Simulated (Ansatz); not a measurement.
Li$_{3}$Bi:
```cif
data_BiLi3
_chemical_formula_sum 'Li3 Bi1'
_space_group_name_H-M_alt 'P 1'
_space_group_IT_number 1
_cell_length_a 4.73823
_cell_length_b 4.73823
_cell_length_c 4.73823
_cell_angle_alpha 60.000
_cell_angle_beta 60.000
_cell_angle_gamma 60.000
loop_
_space_group_symop_operation_xyz
  'x, y, z'
loop_
_atom_site_label
_atom_site_type_symbol
_atom_site_fract_x
_atom_site_fract_y
_atom_site_fract_z
_atom_site_occupancy
Li1 Li 0.75000 0.75000 0.75000 1
Li2 Li 0.25000 0.25000 0.25000 1
Li3 Li 0.50000 0.50000 0.50000 1
Bi1 Bi 0.00000 0.00000 0.00000 1
```

Relaxed with r²SCAN.

Task: Which orbitals make up the states near the band edges in r²SCAN (plane waves, PAW; program Ansatz)?

Result: Top 1 eV of the valence band: Bi 6p 92 %, outside the projected shells 5 %. Bottom 1 eV of the conduction band: Li 2s 73 %, Bi 6p 6 %, outside the projected shells 16 %. Projections are on Löwdin-orthogonalised atomic valence shells; empty p or d shells of many metals are not among them.

Task: Tabulate the density of states.

Result: States/eV per cell of 4 atoms, in 0.25 eV bins, energy from the valence-band maximum.

```csv
E (eV),total,Bi 6p,Li 2s,Bi 6s
-7.86,0.00,0.00,0.00,0.00
-7.61,0.00,0.00,0.00,0.00
-7.36,0.00,0.00,0.00,0.00
-7.11,0.00,0.00,0.00,0.00
-6.86,0.00,0.00,0.00,0.00
-6.61,0.00,0.00,0.00,0.00
-6.36,0.00,0.00,0.00,0.00
-6.11,0.00,0.00,0.00,0.00
-5.86,0.00,0.00,0.00,0.00
-5.61,0.00,0.00,0.00,0.00
-5.36,0.00,0.00,0.00,0.00
-5.11,0.00,0.00,0.00,0.00
-4.86,0.00,0.00,0.00,0.00
-4.61,0.00,0.00,0.00,0.00
-4.36,0.00,0.00,0.00,0.00
-4.11,0.00,0.00,0.00,0.00
-3.86,0.55,0.33,0.20,0.00
-3.61,1.29,0.81,0.42,0.02
-3.36,3.35,2.22,0.96,0.06
-3.11,1.12,0.75,0.28,0.05
-2.86,1.22,0.87,0.27,0.04
-2.61,1.47,1.12,0.27,0.03
-2.36,1.80,1.42,0.27,0.03
-2.11,2.20,1.82,0.23,0.02
-1.86,2.10,1.77,0.19,0.02
-1.61,1.94,1.66,0.14,0.02
-1.36,1.80,1.57,0.10,0.02
-1.11,1.68,1.49,0.07,0.01
-0.86,1.51,1.37,0.04,0.01
-0.61,1.02,0.94,0.02,0.01
-0.36,0.67,0.63,0.01,0.00
-0.11,0.26,0.25,0.00,0.00
0.14,0.00,0.00,0.00,0.00
0.39,0.00,0.00,0.00,0.00
0.64,0.00,0.00,0.00,0.00
0.89,0.08,0.00,0.07,0.00
1.14,0.25,0.01,0.20,0.01
1.39,0.39,0.02,0.28,0.02
1.64,0.56,0.04,0.38,0.02
1.89,0.83,0.05,0.51,0.04
2.14,1.57,0.09,0.87,0.11
2.39,3.30,0.20,1.55,0.30
2.64,1.12,0.10,0.38,0.10
2.89,0.88,0.03,0.18,0.01
3.14,1.20,0.06,0.31,0.02
3.39,2.39,0.13,0.80,0.02
3.64,2.18,0.16,0.87,0.02
3.89,2.42,0.19,0.87,0.03
4.14,1.92,0.17,0.67,0.03
4.39,1.61,0.12,0.41,0.02
4.64,1.59,0.13,0.36,0.02
4.89,1.73,0.15,0.42,0.02
5.14,2.15,0.18,0.54,0.02
5.39,1.67,0.15,0.40,0.02
5.64,1.57,0.14,0.37,0.01
```

Space group Fm-3m. The workflow started from a Materials Project entry (that database holds measured and hypothetical structures alike); the Crystallography Open Database copy checked does not list it. With Li and Bi taken as one species the cell has the higher symmetry Im-3m, so it may be an ordered model of a mixed-site phase. Its standing as an ambient phase is unchecked. Symmetry was held in the r²SCAN relaxation; its stability against distortions is not shown here. Scalar-relativistic: spin–orbit coupling is off unless named, which matters more the heavier the elements.

Potentials: the later of the program's two PAW sets.
